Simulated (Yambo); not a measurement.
GaSb (zinc blende, space group F-43m, No. 216): a test of whether the lowest BSE state is resolved, against the k mesh (Yambo, LDA bands; otherwise 3 valence and 5 conduction bands, static screening with 34 bands and a 4 Ry block, scissor 0.76 eV, Tamm-Dancoff).

```tsv
k mesh	direct gap (eV)	lowest state (eV)	difference (eV)	k points taking part	rough cost
4×4×4	0.83	0.84	-0.01	1.0	about 1/30
6×6×6	0.83	0.83	0.00	1.0	about 1/4
8×8×8	0.83	0.83	0.00	1.0	1
```

The last step moves the difference by 0.00 eV. Even the densest mesh doesn't resolve the state: none of these energies is a result, and the difference is no binding energy.

These are vertical excitations (zero momentum). The scissor comes from a G0W0 run whose convergence isn't established; costs are rough.

Without spin-orbit coupling, band edges of such heavy elements can be off by tenths of an eV. So small a LDA gap in heavy elements may be inverted, where one-shot corrections to single bands mislead.

The standard potentials for Ga, Sb keep a d shell in the valence without the s and p states of that shell. In tests on such compounds this moved G0W0 gaps by up to about 0.9 eV, so absolute quasiparticle energies here are unreliable; differences between settings are what counts.

Geometry relaxed with LDA; primitive cell a = 4.276 Å, b = 4.276 Å, c = 4.276 Å, α = 60.00°, β = 60.00°, γ = 60.00°.
